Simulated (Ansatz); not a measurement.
LiF (zinc blende, F-43m), PBE in the plane-wave PAW code Ansatz. The conduction-band minimum lies at Γ, with 1 equivalent valley. Second derivatives d²E/dk² of the lowest band at one valley (eV·Å²), along Cartesian directions:

```
direction  d²E/dk²
---------  -------
[100]        9.260
[010]        9.260
[001]        9.260
[110]        9.261
[101]        9.261
[011]        9.261
```

Task: Find the principal effective masses, the density-of-states mass and the conductivity mass.

Result: Off-diagonal terms follow from H_xy = H[110] − (H_xx + H_yy)/2, and m*/mₑ = 7.620 eV·Å² over each eigenvalue: 0.82, 0.82, 0.82. One valley's DOS mass (m₁m₂m₃)^(1/3) = 0.82, conductivity mass 3/(Σ 1/mᵢ) = 0.82 mₑ.

Task: What effective density of states Nc follows at 300 K for parabolic valleys?

Result: Nc = 2.509e19 × 1 × (0.82)^(3/2) ≈ 1.9e19 cm⁻³.

The start of the workflow was typed in or built on a structure type; neither database checked (COD, Materials Project) lists it. It is not the phase usual at ambient conditions (space group No. 225). The cell was relaxed with PBE under the symmetry of its start; its stability against distortions is not shown here.

Potentials: the later of the program's two PAW sets.

Edges and masses are those of Kohn–Sham bands, whose gap is no quasiparticle gap.
